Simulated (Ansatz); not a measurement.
Relaxation of a generated cell, WC placed in the AFLOW prototype AB_hP12_194_df_ce (B18, as in CuS); 12 atoms in the cell, which starts as P6₃/mmc (No. 194), hP12; a = b = 3.434 Å, c = 14.149 Å, α = β = 90.00°, γ = 120.00°. Method: r2SCAN (plane waves to 500 eV, PAW, scalar-relativistic; Ansatz, a quantum-chemistry and plane-wave program). Γ-centred k-mesh 9×9×2 on the run's cell, Fermi–Dirac smearing 0.05 eV. This is the first round of the run. 

The optimiser's lines from the output (shortened; P is positive under compression):

```
relax step   1: F+E_penalty+E_count = -63882.18906250 eV  Δ(F+E_penalty+E_count) = +0.000e0 eV  max|allowed force component| = 2.300e0 eV/Å  Δτ_max = 0.0000 Å  P = +11.738 GPa  Ω = 144.485 Å³  (9 SCF iters, dr2 threshold 1.00e-7 eV, accepted)
relax step   2: F+E_penalty+E_count = -63883.06343213 eV  Δ(F+E_penalty+E_count) = -8.744e-1 eV  max|allowed force component| = 9.455e-1 eV/Å  Δτ_max = 0.0930 Å  P = -5.224 GPa  Ω = 150.440 Å³  (8 SCF iters, dr2 threshold 1.20e-6 eV, accepted)
relax step   3: F+E_penalty+E_count = -63883.61742912 eV  Δ(F+E_penalty+E_count) = -5.540e-1 eV  max|allowed force component| = 1.667e0 eV/Å  Δτ_max = 0.1443 Å  P = -0.672 GPa  Ω = 145.027 Å³  (9 SCF iters, dr2 threshold 1.20e-6 eV, accepted)
relax step   4: F+E_penalty+E_count = -63883.83538654 eV  Δ(F+E_penalty+E_count) = -2.180e-1 eV  max|allowed force component| = 4.246e-1 eV/Å  Δτ_max = 0.0674 Å  P = -3.624 GPa  Ω = 145.956 Å³  (8 SCF iters, dr2 threshold 1.20e-6 eV, accepted)
relax step   5: F+E_penalty+E_count = -63884.07739821 eV  Δ(F+E_penalty+E_count) = -2.420e-1 eV  max|allowed force component| = 5.431e-1 eV/Å  Δτ_max = 0.0805 Å  P = -3.624 GPa  Ω = 143.648 Å³  (8 SCF iters, dr2 threshold 1.20e-6 eV, accepted)
relax step   6: F+E_penalty+E_count = -63884.22911033 eV  Δ(F+E_penalty+E_count) = -1.517e-1 eV  max|allowed force component| = 4.437e-1 eV/Å  Δτ_max = 0.0843 Å  P = -1.177 GPa  Ω = 142.337 Å³  (8 SCF iters, dr2 threshold 1.20e-6 eV, accepted)
relax step   7: F+E_penalty+E_count = -63884.64560881 eV  Δ(F+E_penalty+E_count) = -4.165e-1 eV  max|allowed force component| = 4.753e-1 eV/Å  Δτ_max = 0.1902 Å  P = +4.857 GPa  Ω = 141.258 Å³  (8 SCF iters, dr2 threshold 1.20e-6 eV, accepted)
relax step   8: F+E_penalty+E_count = -63884.91220262 eV  Δ(F+E_penalty+E_count) = -2.666e-1 eV  max|allowed force component| = 7.980e-1 eV/Å  Δτ_max = 0.1966 Å  P = +2.133 GPa  Ω = 143.468 Å³  (8 SCF iters, dr2 threshold 1.20e-6 eV, accepted)
relax step   9: F+E_penalty+E_count = -63884.95080227 eV  Δ(F+E_penalty+E_count) = -3.860e-2 eV  max|allowed force component| = 9.964e-2 eV/Å  Δτ_max = 0.0529 Å  P = -4.353 GPa  Ω = 149.065 Å³  (8 SCF iters, dr2 threshold 1.20e-6 eV, accepted)
relax step  10: F+E_penalty+E_count = -63884.98500051 eV  Δ(F+E_penalty+E_count) = -3.420e-2 eV  max|allowed force component| = 1.442e-1 eV/Å  Δτ_max = 0.0455 Å  P = +0.417 GPa  Ω = 146.284 Å³  (7 SCF iters, dr2 threshold 1.20e-6 eV, accepted)
relax step  11: F+E_penalty+E_count = -63884.99239648 eV  Δ(F+E_penalty+E_count) = -7.396e-3 eV  max|allowed force component| = 3.784e-2 eV/Å  Δτ_max = 0.0417 Å  P = +0.332 GPa  Ω = 145.592 Å³  (7 SCF iters, dr2 threshold 1.20e-6 eV, accepted)
relax step  12: F+E_penalty+E_count = -63884.99502516 eV  Δ(F+E_penalty+E_count) = -2.629e-3 eV  max|allowed force component| = 7.230e-3 eV/Å  Δτ_max = 0.0091 Å  P = +0.093 GPa  Ω = 146.091 Å³  (6 SCF iters, dr2 threshold 1.20e-6 eV, accepted)
relax step  13: F+E_penalty+E_count = -63884.99510357 eV  Δ(F+E_penalty+E_count) = -7.842e-5 eV  max|allowed force component| = 4.180e-4 eV/Å  Δτ_max = 0.0017 Å  P = -0.003 GPa  Ω = 146.120 Å³  (6 SCF iters, dr2 threshold 8.34e-8 eV, accepted)
relax step  14: F+E_penalty+E_count = -63884.99623672 eV  Δ(F+E_penalty+E_count) = -1.133e-3 eV  max|allowed force component| = 4.501e-4 eV/Å  Δτ_max = 0.0000 Å  P = +0.006 GPa  Ω = 146.120 Å³  stress off target by 1.09e-2 GPa  SCF on the basis re-selected at this cell (its energy is not comparable with the rows above)  (7 SCF iters)
```

From the first to the last row the energy changes by -0.23 eV/atom and the volume by +1.1 %. The last row is marked as not comparable with the walk above it, whose basis was carried along; it does compare with step 1, since both stand on a basis selected at the nominal cutoff for their own cell.

Later rounds, restarted from the end of this one on a renewed k-mesh, logged 4 more steps and released under 0.01 eV/atom more. The final structure after all rounds: P6₃/mmc (No. 194), hP12; a = 3.5106 Å, b = 3.5106 Å, c = 13.6796 Å, α = 90.00°, β = 90.00°, γ = 120.00°. Between re-selections the logged energies stand on a plane-wave basis carried along with the cell. No spin polarisation in the result.

The run could not lose the symmetry of its start, so the end can be a saddle point.

The relaxed structure here is a generated cell of WC: the first start was made by placing the elements on the sites of a structure type, and the end was not matched to a known phase here, so it may be hypothetical. Known forms of WC include space group No. 187.
